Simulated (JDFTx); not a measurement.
**Report: W(110) in implicit electrolytes**

System: W(110) (Im-3m bulk; lattice of mp-91, not re-optimised at this level), 1x1 cell of 4 atoms in 4 planes, area 7.11 Å² a face, 6.6 Å between the outermost planes in a cell 22.7 Å high; k mesh 8×8×1, Fermi width 0.01 Ha, no spin polarisation.

All numbers are PBE, GBRV ultrasoft potentials, plane waves to 20/100 Ha results from JDFTx (a modified build), not measurements. Outer atoms relaxed in vacuum, keeping the start's symmetry. The same nuclei were then put into each liquid, at zero charge and at set potentials or charges. Ideal, unreconstructed faces without any overlayer. The electron chemical potential μ is absolute (zero in the bulk liquid) and is turned into a potential by U = −μ/e − 4.44 V vs SHE, a convention. Convergence in thickness and k mesh wasn't tested for this slab.

In vacuum the work function is 4.87 eV, which would put the uncharged electrode at 0.43 V vs SHE if the liquid did nothing. Each liquid moves the Fermi level of the neutral slab, now counted from the bulk liquid: CANDLE, water, 1 M NaCl by 0.38 eV, to a potential of zero charge of 0.05 V; linear PCM (GLSSA13), water, 1 M NaCl by 0.36 eV, to a potential of zero charge of 0.07 V. The models of water differ by 0.02 V among themselves.

Charging:

```csv
liquid,U − U_pzc (V),σ (μC/cm²),σ/(U − U_pzc) (μF/cm²),Δγ (mJ/m²)
"CANDLE, water",0.70,12.4,18,-41
"CANDLE, water",0.90,16.8,19,-70
"linear PCM (GLSSA13), water",0.28,6.4,23,-8
```

The mean capacitance runs from 18 to 23 μF/cm². Δγ, the grand free energy per area against the neutral surface, is negative throughout, since charging at a held potential lowers it. The cavity function reaches one half at 3.4 Å (CANDLE, water), 2.8 Å (linear PCM (GLSSA13), water) above the top atoms; the models define their cavities differently. CANDLE's negatively charged runs are left out, as they depend on the cell height. No specific adsorption of ions or solvent is in these numbers.
